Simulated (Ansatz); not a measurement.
## Coordination and ³⁷Cl quadrupole coupling in RbMgCl3

Cell: a computed structure from the Materials Project (it need not be an observed phase).

```xyz
20
Lattice="7.0954 0.0000 0.0000 -3.5477 6.1448 0.0000 0.0000 0.0000 11.8695" Properties=species:S:1:pos:R:3 pbc="T T T"
Rb    0.0000    0.0000    0.0000
Rb    0.0000    0.0000    5.9347
Rb    0.0000    4.0965    8.9021
Rb    3.5477    2.0483    2.9674
Mg    0.0000    4.0965    1.4031
Mg    3.5477    2.0483    7.3378
Mg    3.5477    2.0483   10.4664
Mg    0.0000    4.0965    4.5317
Cl    3.5477    0.0000    0.0000
Cl    1.7738    3.0724    5.9347
Cl   -1.7738    3.0724    5.9347
Cl   -1.7738    3.0724    0.0000
Cl    1.7738    3.0724    0.0000
Cl    3.5477    0.0000    5.9347
Cl    0.0000    2.1392    2.9674
Cl    5.2428    1.0696    8.9021
Cl    1.8526    1.0696    8.9021
Cl    1.6951    5.0752    2.9674
Cl   -1.6951    5.0752    2.9674
Cl    3.5477    4.0056    8.9021
```

Atom numbers follow the list; atoms alike are taken as one site, whose name carries the number of the first.

The numbers come from a DFT calculation in Ansatz (PBE, plane waves and PAW, scalar-relativistic, 420 eV cutoff, Γ-centred 5×5×3 k-points, Fermi–Dirac smearing 0.02 eV).

Q(³⁷Cl) = -63.93 mb.

(1) Order the Cl environments from the weakest to the strongest quadrupole coupling.
A. Cl15: 2 Mg at 2.51 Å, angle 77°
B. Cl9: 2 Mg at 2.48 Å, angle 180°

Answers

(1) A (7.89 MHz, η = 0.11), B (13.4 MHz, η = 0.07).

At Cl15 V_zz stands upright on the plane of its two bonds (within 1°). At Cl9 V_zz points along the line of its two bonds (within 1°). Like point charges on the first shell alone (each adding as 1/d³) would give the same order.
